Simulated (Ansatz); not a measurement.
A relaxation computed with Ansatz, from input to last step.

```yaml
crystal:
  lattice:
    - [5.9968226717, 0.0, 0.0]
    - [-2.9984113359, 5.1934007757, 0.0]
    - [0.0, 0.0, 4.8133754577]
  atoms:
    - { symbol: Ta, position: [0.833, 0.666, 0.25] }
    - { symbol: Ta, position: [0.167, 0.833, 0.75] }
    - { symbol: Ta, position: [0.334, 0.167, 0.25] }
    - { symbol: Ta, position: [0.167, 0.334, 0.75] }
    - { symbol: Ta, position: [0.833, 0.167, 0.25] }
    - { symbol: Ta, position: [0.666, 0.833, 0.75] }
    - { symbol: Cd, position: [0.3333333333, 0.6666666667, 0.25] }
    - { symbol: Cd, position: [0.6666666667, 0.3333333333, 0.75] }
basis:
  ecutwfc: 420
kpoints:
  mp_grid: { grid: [3, 3, 4] }
hamiltonian:
  xc: pbe
scf:
  occupations: { method: gaussian, width: 0.1 }
  lower_state_search: "off"
output:
  forces: true
  stress: true
  eigenvalues: true
relax:
  adjacent_minimum: "off"
  f_tol: 0.04
  max_steps: 70
  cell: { stress_tol: 0.4 }
```

```bash
ansatz run input.yaml --threads 1 --pin off --max-ram 2560MiB --backend cpu --events-out ev --progress --plain --runs-dir out
```

Theory: DFT PBE, scalar-relativistic, plane waves, PAW in Ansatz.

Of 6 frames 5 are shown, positions in Å and forces in eV/Å; the SCF threshold varies from step to step. Steps run on the plane waves of an earlier cell, with a Pulay correction in the pressure. The basis is chosen afresh for the last frame, the zero of the energies, and at times for earlier ones too; energy and pressure step there, also at an unchanged geometry. The mark taken_back stands on steps that the optimiser undid.

```xyz
8
Lattice="5.9968 0.0000 0.0000 -2.9984 5.1934 0.0000 0.0000 0.0000 4.8134" Properties=species:S:1:pos:R:3:forces:R:3 pbc="T T T" step=1 free_energy_over_end_meV_per_atom=23.73 pressure_GPa=-0.95
Ta    2.9984    3.4588    1.2033    0.0000    0.7549    0.0000
Ta   -1.4962    4.3261    3.6100   -0.6538    0.3774    0.0000
Ta    1.5022    0.8673    1.2033   -0.6538   -0.3774    0.0000
Ta    0.0000    1.7346    3.6100    0.0000   -0.7549    0.0000
Ta    4.4946    0.8673    1.2033    0.6538   -0.3774    0.0000
Ta    1.4962    4.3261    3.6100    0.6538    0.3774    0.0000
Cd    0.0000    3.4623    1.2033    0.0000    0.0000    0.0000
Cd    2.9984    1.7311    3.6100    0.0000    0.0000    0.0000
8
Lattice="5.8703 0.0000 0.0000 -2.9352 5.0839 0.0000 0.0000 0.0000 4.8909" Properties=species:S:1:pos:R:3:forces:R:3 pbc="T T T" step=2 free_energy_over_end_meV_per_atom=81.43 pressure_GPa=9.76 taken_back
Ta    2.9352    3.5425    1.2227    0.0000   -2.1492    0.0000
Ta   -1.6003    4.3132    3.6682    1.8613   -1.0746    0.0000
Ta    1.3348    0.7707    1.2227    1.8613    1.0746    0.0000
Ta    0.0000    1.5413    3.6682    0.0000    2.1492    0.0000
Ta    4.5355    0.7707    1.2227   -1.8613    1.0746    0.0000
Ta    1.6003    4.3132    3.6682   -1.8613   -1.0746    0.0000
Cd    0.0000    3.3892    1.2227    0.0000    0.0000    0.0000
Cd    2.9352    1.6946    3.6682    0.0000    0.0000    0.0000
8
Lattice="5.9829 0.0000 0.0000 -2.9915 5.1814 0.0000 0.0000 0.0000 4.8665" Properties=species:S:1:pos:R:3:forces:R:3 pbc="T T T" step=3 free_energy_over_end_meV_per_atom=2.95 pressure_GPa=-1.37
Ta    2.9915    3.4978    1.2166    0.0000    0.3005    0.0000
Ta   -1.5334    4.3396    3.6499   -0.2602    0.1502    0.0000
Ta    1.4580    0.8418    1.2166   -0.2602   -0.1502    0.0000
Ta    0.0000    1.6836    3.6499    0.0000   -0.3005    0.0000
Ta    4.5249    0.8418    1.2166    0.2602   -0.1502    0.0000
Ta    1.5334    4.3396    3.6499    0.2602    0.1502    0.0000
Cd    0.0000    3.4543    1.2166    0.0000    0.0000    0.0000
Cd    2.9915    1.7271    3.6499    0.0000    0.0000    0.0000
8
Lattice="5.9515 0.0000 0.0000 -2.9758 5.1542 0.0000 0.0000 0.0000 4.8782" Properties=species:S:1:pos:R:3:forces:R:3 pbc="T T T" step=4 free_energy_over_end_meV_per_atom=0.19 pressure_GPa=0.53
Ta    2.9758    3.5012    1.2196    0.0000   -0.0685    0.0000
Ta   -1.5442    4.3277    3.6587    0.0594   -0.0343    0.0000
Ta    1.4315    0.8265    1.2196    0.0594    0.0343    0.0000
Ta    0.0000    1.6530    3.6587    0.0000    0.0685    0.0000
Ta    4.5200    0.8265    1.2196   -0.0594    0.0343    0.0000
Ta    1.5442    4.3277    3.6587   -0.0594   -0.0343    0.0000
Cd    0.0000    3.4361    1.2196    0.0000    0.0000    0.0000
Cd    2.9758    1.7181    3.6587    0.0000    0.0000    0.0000
8
Lattice="5.9602 0.0000 0.0000 -2.9801 5.1617 0.0000 0.0000 0.0000 4.8795" Properties=species:S:1:pos:R:3:forces:R:3 pbc="T T T" step=6 free_energy_over_end_meV_per_atom=0.00 pressure_GPa=-0.10
Ta    2.9801    3.5030    1.2199    0.0000   -0.0013    0.0000
Ta   -1.5436    4.3324    3.6596    0.0011   -0.0006    0.0000
Ta    1.4365    0.8293    1.2199    0.0011    0.0006    0.0000
Ta    0.0000    1.6587    3.6596    0.0000    0.0013    0.0000
Ta    4.5238    0.8293    1.2199   -0.0011    0.0006    0.0000
Ta    1.5436    4.3324    3.6596   -0.0011   -0.0006    0.0000
Cd    0.0000    3.4411    1.2199    0.0000    0.0000    0.0000
Cd    2.9801    1.7206    3.6596    0.0000    0.0000    0.0000
```

The start puts this composition into another compound's structure type, which needn't suit it. At the end the space group is P6_3/mmc (tolerance 0.05 Å).

The run took 46 s on 1 thread of Intel(R) Xeon(R) Platinum 8488C (Sapphire Rapids) (shared host), peak memory 0.49 GiB.

The k mesh is coarse. Spin–orbit coupling is left out, which can shift energies with elements as heavy as these.